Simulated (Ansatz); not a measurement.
The guess for B3Sb2P was made by a generator: random cell by space group and Wyckoff sites (P4/mmm, No. 123). Its size is a rough estimate.

```
B Sb P
1.0
     5.14011    0.00000    0.00000
     0.00000    5.14011    0.00000
     0.00000    0.00000    4.20212
B Sb P
3 2 1
Cartesian
  2.5701 2.5701 0.0000
  2.5701 2.5701 2.8596
  2.5701 2.5701 1.3426
  0.0000 2.5701 2.1011
  2.5701 0.0000 2.1011
  0.0000 0.0000 2.1011
```

These are results of DFT PBE, scalar-relativistic, plane waves, PAW in Ansatz, not measurements. Cutoff 420 eV, Gaussian smearing, Γ-centred meshes. Cell and atoms relax first on a coarse mesh and then on a finer one. In between, the cell is made exact in the group found at 0.06 Å. In metals the finer mesh still leaves noise of several meV/atom or more. The steps can't lower the symmetry of their start. No spin polarisation.

A guess keeps its type if space group and coordination stay and the shape of the cell changes little (axis ratios within about 15 %, angles within 6°); the volume may change.

Problem. Will the relaxed cell still be of the starting type?

Solution. It keeps its type. The symmetry stays P4/mmm (No. 123). The volume per atom grows by 16.2 %, from 18.5 to 21.5 Å³. The shortest distance goes from 1.34 Å (B–B) to 1.56 Å (B–B). The ratio c/a of the conventional cell changes by a factor of 1.10. Counting neighbours within 15 % of an atom's shortest distance, the start has B 2, P 4, Sb 6 and the end B 2, P 4, Sb 6.

The last run used an 8×8×8 mesh for its 6-atom cell and Gaussian smearing of 0.10 eV. Spin–orbit coupling, which can matter for Sb, is left out. Symmetry constrained the relaxation, so the result can be a saddle point. Another cell of B3Sb2P relaxed alike, in P-6m2, lies 0.33 eV/atom lower, so this cell isn't the stable form at this level.
